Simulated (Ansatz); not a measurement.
ScB$_{12}$:
```yaml
crystal:
  lattice:
    - [0.00000, 3.68708, 3.68708]
    - [3.68708, 0.00000, 3.68708]
    - [3.68708, 3.68708, 0.00000]
  atoms:
    - { symbol: Sc, position: [0.00000, 0.00000, 0.00000] }
    - { symbol: B, position: [0.83846, 0.16154, 0.50000] }
    - { symbol: B, position: [0.16154, 0.83846, 0.50000] }
    - { symbol: B, position: [0.50000, 0.50000, 0.16154] }
    - { symbol: B, position: [0.50000, 0.50000, 0.83846] }
    - { symbol: B, position: [0.50000, 0.83846, 0.16154] }
    - { symbol: B, position: [0.50000, 0.16154, 0.83846] }
    - { symbol: B, position: [0.16154, 0.50000, 0.50000] }
    - { symbol: B, position: [0.83846, 0.50000, 0.50000] }
    - { symbol: B, position: [0.16154, 0.50000, 0.83846] }
    - { symbol: B, position: [0.83846, 0.50000, 0.16154] }
    - { symbol: B, position: [0.50000, 0.16154, 0.50000] }
    - { symbol: B, position: [0.50000, 0.83846, 0.50000] }
```

Relaxed with PBEsol. Special points in fractions of this cell's reciprocal vectors: Γ (0.000, 0.000, 0.000); X (0.500, 0.000, 0.500); U (0.625, 0.250, 0.625); K (0.375, 0.375, 0.750); L (0.500, 0.500, 0.500); W (0.500, 0.250, 0.750).

**Question.** List the band energies nearest the Fermi level at these points for PBEsol (plane waves, PAW; program Ansatz).

**Answer.** In eV from the Fermi level; about four levels below and three above (degenerate sets whole), none deeper than 8.9 eV; points with the same levels are listed once.

```tsv
k	below	above
Γ	-1.22 -1.22 -1.22 -0.57 -0.57	3.16 3.16 3.16
X	-1.67 -1.45 -1.45 -1.33	2.55 3.09 3.47
U	-2.00 -1.67 -0.79 -0.06	2.73 2.75 2.85
L	-2.11 -2.11 -0.96 -0.96	1.90 1.90 2.33 2.33
W	-2.09 -1.99 -1.99 -1.23	1.17 1.17 2.33
```

Space group Fm-3m. The workflow started from a Materials Project entry (that database holds measured and hypothetical structures alike); the Crystallography Open Database files this formula in space group No. 225, but the cells were not matched. Whether it is the stable phase at ambient conditions was not checked. The PBEsol relaxation kept the symmetry of its start. At this level the phase is dynamically unstable (imaginary phonons). The run is not spin-polarised.

Potentials: the later of the program's two PAW sets.
